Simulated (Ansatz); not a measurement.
Here is the system:

BeTe:
Space group P6₃/mmc (No. 194); a = 3.801 Å, b = 3.801 Å, c = 5.977 Å, α = 90.00°, β = 90.00°, γ = 120.00°

```tsv
atom	site	symmetry	x	y	z
Be	2a	-3m.	0.0000	0.0000	0.0000
Te	2c	-6m2	0.3333	0.6667	0.2500
```

This is the PBEsol-relaxed structure.

Task: All from PBEsol in the plane-wave PAW code Ansatz, unless another level is named. Predict the highest zone-centre frequency.

Result: 376 cm⁻¹.

Task: Next, the Young's modulus?

Result: 60.6 GPa.

Space group P6_3/mmc (NiAs type). This is a known high-pressure phase of the composition, computed here at zero pressure and temperature. The PBEsol relaxation kept the symmetry of its start. At this level the phase is dynamically unstable (imaginary phonons). As this level gives no gap, phonon frequencies hold no LO–TO term and depend on the k-mesh and smearing (Fermi–Dirac, 0.1 eV here). Spin–orbit coupling is left out wherever it is not named.

Potentials: the earlier of the program's two PAW sets. The files were generated under PBE; for other functionals the program regenerates the frozen cores, and for LDA and PBEsol the local potential too.
